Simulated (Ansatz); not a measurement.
```cif
data_structure
_symmetry_space_group_name_H-M 'P 1'
_symmetry_Int_Tables_number 1
_cell_length_a 3.9881
_cell_length_b 3.9881
_cell_length_c 3.9881
_cell_angle_alpha 60.000
_cell_angle_beta 60.000
_cell_angle_gamma 60.000
_cell_volume 44.85
loop_
_atom_site_label
_atom_site_type_symbol
_atom_site_fract_x
_atom_site_fract_y
_atom_site_fract_z
_atom_site_occupancy
Na1 Na 0.00000 0.00000 0.00000 1
Cl1 Cl 0.50000 0.50000 0.50000 1
```

```yaml
orbitals: PBE
datasets: hard PAW set made for 700 eV
k_mesh: 6×6×6
empty_bands: 444
response_cutoff: 180 eV
wave_cutoff: 700 eV
frequencies: plasmon pole, fitted at the program's default frequency
q_→_0_term: analytic weight of Carrier, Rohra and Görling
points_solved: Γ, L, X
band_sums: cut at the band count
```

Program: Ansatz. The Kohn-Sham gap (direct at Γ) is 5.11 eV and the electronic dielectric constant on this mesh 2.3.

By how much does G0W0 change the gap?

By +2.83 eV, to 7.94 eV. The valence edge moves by -2.08 eV (Z = 0.81) and the conduction edge by +0.75 eV (Z = 0.87).

Band sums or response are cut, so the gap isn't at its basis limit.
